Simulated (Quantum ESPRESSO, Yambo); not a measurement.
Sr2H3I (space group P-3m1, No. 164): static response along x against the Γ-centred k mesh (Yambo on PBEsol (Quantum ESPRESSO, PseudoDojo norm-conserving, 72 Ry, no spin-orbit coupling) bands; 84 bands, 3 Ry block). The smallest direct PBEsol gap is 2.45 eV. Axes are Cartesian, with cell vectors (Å) (4.24, 0.00, 0.00), (-2.12, 3.67, 0.00), (0.00, 0.00, 7.68).

```json
[
 {"k mesh": "3×3×1", "ε(0), independent particles": "5.70", "ε(0), RPA with local fields": "5.03", "rough Yambo cost": "about 1/8"},
 {"k mesh": "3×3×2", "ε(0), independent particles": "6.23", "ε(0), RPA with local fields": "5.54", "rough Yambo cost": "about 1/4"},
 {"k mesh": "6×6×4", "ε(0), independent particles": "5.16", "ε(0), RPA with local fields": "4.55", "rough Yambo cost": "1"}
]
```

The last step changes the RPA value by 22 %: not yet converged. Electronic response only; costs are rough.

Geometry of the Materials Project entry, not relaxed at this level; primitive cell a = 4.243 Å, b = 4.243 Å, c = 7.683 Å, α = 90.00°, β = 90.00°, γ = 120.00°.

The structure is a Materials Project entry; no match was found in the copy of COD used, and its stability was not checked.
